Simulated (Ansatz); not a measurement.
Data:

Mg2Si (antifluorite type, space group Fm-3m)

```
Mg2Si
1.0
    0.00000     3.18221     3.18221
    3.18221     0.00000     3.18221
    3.18221     3.18221     0.00000
Si Mg
1 2
Cartesian
  0.00000   0.00000   0.00000
  1.59111   1.59111   1.59111
  4.77332   4.77332   4.77332
```

The volume is varied about the relaxed value V₀ at fixed cell shape. Symmetry pins the atoms to their sites.

Level of theory: PBE (plane waves to 420 eV, PAW, scalar-relativistic; Ansatz, an electronic-structure program). k mesh 9×9×9 (Γ-centred), Fermi-Dirac smearing 0.05 eV. Energies are smeared free energies. Stress and pressure are positive under compression. Mg2Si was relaxed with its symmetry unable to fall. The PAW data are Ansatz's earlier set. ΔE is measured from the relaxed starting cell.

The scan covers V/V₀ from 0.900 to 1.100 in 11 points.

**Question.** What pressure does the cell carry at V/V₀ = 0.900?

**Answer.** 7.03 GPa.

**Question.** What is ΔE at V/V₀ = 0.900?

**Answer.** 43.1 meV/atom.

(A scan under strain: stresses follow from slopes of the energy per volume, elastic moduli from its curvatures.)
